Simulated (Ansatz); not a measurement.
AlGaAs₂ in space group P-4m2 (No. 115; Ga on 1a, As on 2g, Al on 1c) at seven volumes, PBEsol in the plane-wave PAW code Ansatz, shape and atoms relaxed at each. One row is withheld.

```tsv
V (Å³/atom)	P (GPa)
20.712	?
21.395	5.02
22.078	2.31
22.760	0.00
23.443	-1.96
24.126	-3.62
24.809	-5.02
```

Problem. Fit the shown pressures and predict the withheld one.

Solution. Third-order Birch–Murnaghan: P = (3/2)B₀(x^(7/2) − x^(5/2))[1 + (3/4)(B′ − 4)(x − 1)] with x = (V₀/V)^(2/3). Least squares on the six rows gives V₀ = 22.760 Å³/atom, B₀ = 70.69 GPa, B′ = 4.49. At V = 20.712, x = 1.0649 and P = 8.24 GPa. The run itself gave 8.22 GPa.

The start of the workflow was typed in or built on a structure type; neither database checked (COD, Materials Project) lists it. Whether it is the stable phase at ambient conditions was not checked. The cell was relaxed with PBEsol under the symmetry of its start; its stability against distortions is not shown here.

Potentials: the earlier of the program's two PAW sets. The files were generated under PBE; for other functionals the program regenerates the frozen cores, and for LDA and PBEsol the local potential too.
